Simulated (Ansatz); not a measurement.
CuCl:
```cif
data_ClCu
_chemical_formula_sum 'Cu1 Cl1'
_space_group_name_H-M_alt 'P 1'
_space_group_IT_number 1
_cell_length_a 3.74056
_cell_length_b 3.74056
_cell_length_c 3.74056
_cell_angle_alpha 60.000
_cell_angle_beta 60.000
_cell_angle_gamma 60.000
loop_
_space_group_symop_operation_xyz
  'x, y, z'
loop_
_atom_site_label
_atom_site_type_symbol
_atom_site_fract_x
_atom_site_fract_y
_atom_site_fract_z
_atom_site_occupancy
Cu1 Cu 0.00000 0.00000 0.00000 1
Cl1 Cl 0.75000 0.75000 0.75000 1
```

Relaxed with PBEsol.

Q: Give the optical modes at the zone centre with their infrared activity from DFPT, PBEsol in the plane-wave PAW code Ansatz.

A: Transverse frequencies, without the LO–TO term; a row sums one degenerate level.

```
ω (cm⁻¹)  degeneracy  IR ((D/Å)²/amu)  activity  symmetry
--------  ----------  ---------------  --------  --------
168                3             3.38        IR        T2
```

Q: How high does the top mode go among those that the LO–TO term moves?

A: 199 cm⁻¹ for q along x.

Space group F-43m (zinc blende). Symmetry was held in the PBEsol relaxation; of distortions, only those at the zone centre were tested. No spin polarisation was allowed.

Potentials: the later of the program's two PAW sets.
